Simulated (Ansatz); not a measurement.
An Ansatz (an electronic-structure program) run. Input:

Ansatz 0.2 input:
```yaml
crystal:
  lattice:
    - [0.0, 2.8722428591, 2.8722428591]
    - [2.8722428591, 0.0, 2.8722428591]
    - [2.8722428591, 2.8722428591, 0.0]
  atoms:
    - { symbol: As, position: [0.75, 0.75, 0.75] }
    - { symbol: Ga, position: [0.0, 0.0, 0.0] }
kpoints:
  mp_grid: { grid: [8, 8, 8] }
hamiltonian:
  xc: pbe
  pseudopotentials: { kind: paw }
scf:
  occupations: { method: fixed }
phonons:
  method: dfpt
  response_accuracy: low
  eigenvectors: true
  rigid_motions: translations
  dielectric: true
```

Output (shortened):

```
Pseudopotential: As, paw, valence charge 15
Pseudopotential: Ga, paw, valence charge 13
Functional definition: PBE
Crystal: 2 atoms, lattice volume = 47.391 Å³
Basis set: ecut = 420 eV, 941 PW (Γ), exchange–correlation on 60×60×60 points (8 copies of the dense FFT grid, shifted against one another)
Bands: 18, of which v1, the nominal top of the filled ones, is band 14 counted from 1 (13 counted from 0)
Symmetry: 24 space group operations
k-points: 95 of 512 (irreducible under 4 space group operations, time reversal used)
SCF iter   1: F=—  HF=-8639.856719 eV  |F-HF|=—  |Δ(HF+E_count)|=         —  Δρ=1.80e-3  dr2=2.71e-3  ethr=1.77e-3  ⟨swp⟩=4.6  Hψ=7064  notcnv=0  defer=144
preconditioner: auto → none
SCF iter   2: F=—  HF=-8639.855659 eV  |F-HF|=—  |Δ(HF+E_count)|=   1.06e-3  Δρ=8.47e-4  dr2=3.60e-4  ethr=9.68e-6  ⟨swp⟩=2.0  Hψ=3531  notcnv=0  defer=179
SCF iter   3: F=—  HF=-8639.855580 eV  |F-HF|=—  |Δ(HF+E_count)|=   7.93e-5  Δρ=2.83e-4  dr2=4.85e-5  ethr=1.29e-6  ⟨swp⟩=2.0  Hψ=2765  notcnv=0  defer=180
SCF iter   4: F=—  HF=-8639.855599 eV  |F-HF|=—  |Δ(HF+E_count)|=   1.91e-5  Δρ=1.41e-4  dr2=1.41e-5  ethr=1.73e-7  ⟨swp⟩=2.0  Hψ=2458  notcnv=0  defer=18
SCF iter   5: F=—  HF=-8639.855605 eV  |F-HF|=—  |Δ(HF+E_count)|=   6.36e-6  Δρ=4.12e-5  dr2=9.01e-7  ethr=5.03e-8  ⟨swp⟩=2.0  Hψ=2090  notcnv=0
SCF iter   6: F=—  HF=-8639.855609 eV  |F-HF|=—  |Δ(HF+E_count)|=   3.45e-6  Δρ=5.42e-6  dr2=2.57e-8  ethr=3.22e-9  ⟨swp⟩=3.0  Hψ=3040  notcnv=0
SCF iter   7: F=—  HF=-8639.855609 eV  |F-HF|=—  |Δ(HF+E_count)|=   1.20e-8  Δρ=1.26e-6  dr2=6.77e-10  ethr=9.18e-11  ⟨swp⟩=2.0  Hψ=3040  notcnv=0
SCF iter   8: F=-8639.855609 eV  HF=-8639.855609 eV  |F-HF|=2.55e-11  |Δ(HF+E_count)|=   2.09e-9  Δρ=2.95e-7  dr2=1.88e-11  ethr=1.00e-12  ⟨swp⟩=7.9  Hψ=9832  notcnv=0
SCF 1 converged in 8 iterations: F = -8639.855609 eV  dr2 = 1.88e-11
NSCF: frozen V_eff on 13 k-points
DFPT response loops at Γ: preconditioner auto → none (the input reference at scf.mixing.eps_inf says where Resta's filter doesn't serve); β = 0.50 …
── the response to a field inside a basis, on 10×10×10 k-points: an SCF that follows is theirs, and a resumed run solves both again ──
Crystal: 2 atoms, lattice volume = 47.391 Å³
Bands: 15, of which v1, the nominal top of the filled ones, is band 14 counted from 1 (13 counted from 0)
k-points: 110
SCF iter   1: F=—  HF=-8639.857019 eV  |F-HF|=—  |Δ(HF+E_count)|=         —  Δρ=2.08e-4  dr2=2.54e-5  ethr=1.00e-1
preconditioner: auto → none
SCF iter   2: F=—  HF=-8639.857011 eV  |F-HF|=—  |Δ(HF+E_count)|=   7.35e-6  Δρ=1.16e-4  dr2=3.61e-6  ethr=9.08e-8
SCF iter   3: F=—  HF=-8639.857012 eV  |F-HF|=—  |Δ(HF+E_count)|=   4.28e-7  Δρ=3.42e-5  dr2=4.83e-7  ethr=1.29e-8
SCF iter   4: F=-8639.857012 eV  HF=-8639.857012 eV  |F-HF|=1.86e-8  |Δ(HF+E_count)|=   1.84e-8  Δρ=4.87e-6  dr2=1.41e-8  ethr=1.73e-9
SCF 1 converged in 4 iterations: F = -8639.857012 eV  dr2 = 1.41e-8
DFPT response loops at Γ: mixed as the last ones told, above
WARN: field response: ε∞ stands inside a basis, on 10×10×10 points …
SCF converged after 8 iterations
Free energy (F): -8639.855609 eV
Harris-Foulkes:  -8639.855609 eV  (|F-HF|=2.55e-11)
Internal energy: -8639.855609 eV  (E = F + TS)
E sigma→0 (E₀):  -8639.855609 eV
Fermi energy:    7.550099 eV
--- Per-component energies (eV) ---
  E_band       = -327.240848
  E_kinetic    = 218.205964
  E_local      = -3984.764052  (includes V_loc(G=0)·N_el)
  E_nonlocal   = -245.739216
  E_hartree    = 2000.811076
  E_xc         = -147.826846
  E_vxc        = -136.623865  (∫ρ·V_xc dr)
  E_paw        = -3824.465269  (= ΣΔE_a)
  E_vpaw       = -179.941551  (= ΣTr[D̂ρ^β])
  E_aug_tail   = -0.000109  (compensation charges beyond the density's cutoff)
  E_ewald      = -2656.077156
  E_smearing   =  0.000000  (= −TS)
  E_closure    =  0.000000  (closes the sum)
  Σ components = -8639.855609   (vs F -8639.855609, Δ=0.00e0)
  [band-id]    e_kinetic+e_local+e_nonlocal+2·e_hartree+e_vxc+e_vpaw+e_augmentation_tail = -327.240679   (vs E_band -327.240848, Δ=1.69e-4)
--- Band table (eV; the first three rows and the last of 95) ---
  k-point 0: bands = ["-27.5350", "-27.5350", "-27.5350", "-27.5270", "-27.5270", "-7.1567", "-7.1567", "-7.1567", "-7.0889", "-7.0889", "-4.8448", "7.5501", "7.5501", "7.5501", "7.7133", "11.2743", "11.2743", "11.2743"]
  k-point 1: bands = ["-27.5350", "-27.5349", "-27.5349", "-27.5269", "-27.5269", "-7.1675", "-7.1536", "-7.1536", "-7.0890", "-7.0890", "-4.6749", "5.5571", "7.3317", "7.3317", "8.9168", "11.6010", "11.6010", "11.6587"]
  k-point 2: bands = ["-27.5349", "-27.5347", "-27.5347", "-27.5269", "-27.5269", "-7.1919", "-7.1471", "-7.1471", "-7.0886", "-7.0886", "-4.2014", "3.5024", "6.9180", "6.9180", "8.8480", "12.1026", "12.1026", "13.2788"]
  k-point 94: bands = ["-27.5348", "-27.5345", "-27.5336", "-27.5270", "-27.5265", "-7.2405", "-7.1300", "-7.1187", "-7.0978", "-7.0856", "-2.5019", "1.1229", "4.2385", "4.4298", "11.9488", "12.2478", "12.8112", "13.5769"]
--- Phonons (Γ-DFPT): 2 representative perturbations + reference, on 95 of 512 k-points (Σ response iterations 6) ---
  ASR residual: 1.139e-4 → 0.000e0 eV/Å²; symmetrization residual: 2.709e-5 eV/Å²
  ASR residual per site (eV/Å²): 1.14e-4 2.21e-5
  Γ frequencies (cm⁻¹): 0.00 0.00 0.00 252.25 252.25 252.25
  ε∞ (high-frequency dielectric tensor):
       15.839559     0.000000     0.000000
        0.000000    15.839559     0.000000
        0.000000     0.000000    15.839559
  ε⁰ (static dielectric tensor: ions relaxed, cell fixed):
       18.053234     0.000000     0.000000
        0.000000    18.053234     0.000000
        0.000000     0.000000    18.053234
  ε⁰ − ε∞ (ionic part):
        2.213675     0.000000     0.000000
        0.000000     2.213675     0.000000
        0.000000     0.000000     2.213675
  softest optical mode at Γ: 252.25 cm⁻¹; the repairs (sum rule, projections) moved no ω² at Γ by more than (1.02 cm⁻¹)²
  Born effective charges Z* (e; rows j = field, columns β = displacement):
    site 0:
        -2.21340    0.00000    0.00000
         0.00000   -2.21340    0.00000
         0.00000    0.00000   -2.21340
    site 1:
         2.21340    0.00000    0.00000
         0.00000    2.21340    0.00000
         0.00000    0.00000    2.21340
  Z* charge neutrality: 5.325e-4 e pre-enforcement
  solved inside a basis spanned on kpoints, on 10×10×10 k-points transformed towards the longest dipole …
  optical modes at Γ without the LO–TO term, one row a degenerate level:
      ω (cm⁻¹)  modes    IR ((D/Å)²/amu)
        252.25      3             9.3891
  optical modes at Γ + LO–TO along q̂ = [1.0000, 0.0000, 0.0000]:
      ω (cm⁻¹)  modes    IR ((D/Å)²/amu)
        252.25      2             6.2594
        269.30      1             3.1297
  optical modes at Γ + LO–TO along q̂ = [0.0000, 1.0000, 0.0000]:
      ω (cm⁻¹)  modes    IR ((D/Å)²/amu)
        252.25      2             6.2594
        269.30      1             3.1297
  optical modes at Γ + LO–TO along q̂ = [0.0000, 0.0000, 1.0000]:
      ω (cm⁻¹)  modes    IR ((D/Å)²/amu)
        252.25      2             6.2594
        269.30      1             3.1297
```

Cost: about 90 core-seconds (a rough figure) on shared cores.

Space group F-43m (zinc blende). Symmetry was held in the PBE relaxation; phonons on a q-mesh show no instability. Spin–orbit coupling is left out wherever it is not named.

Potentials: the later of the program's two PAW sets.

Ansatz is a plane-wave DFT program.
